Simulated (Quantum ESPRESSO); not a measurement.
```cif
data_Be4Te4
_chemical_formula_sum 'Be4 Te4'
_space_group_name_H-M_alt 'F-43m'
_space_group_IT_number 216
_space_group_name_Hall 'F -4 2 3'
_cell_length_a 5.55480
_cell_length_b 5.55480
_cell_length_c 5.55480
_cell_angle_alpha 90.000
_cell_angle_beta 90.000
_cell_angle_gamma 90.000
loop_
_atom_site_label
_atom_site_type_symbol
_atom_site_symmetry_multiplicity
_atom_site_Wyckoff_symbol
_atom_site_fract_x
_atom_site_fract_y
_atom_site_fract_z
_atom_site_occupancy
Be1 Be 4 a 0.00000 0.00000 0.00000 1
Te1 Te 4 d 0.75000 0.75000 0.75000 1
```
(The calculation used a cell of 2 atoms; values per cell refer to that cell.)

Cell and atoms were relaxed with LDA from Materials Project entry mp-252, within its symmetry.

Question: What does norm-conserving LDA (Quantum ESPRESSO, 88 Ry, scalar-relativistic) give for the electronic structure near the Fermi level?

Answer: The LDA gap is indirect, 1.80 eV, from Γ to X; the smallest direct gap is 3.59 eV. Spin-orbit coupling is left out, which matters for elements this heavy: edges can move by tenths of an eV.
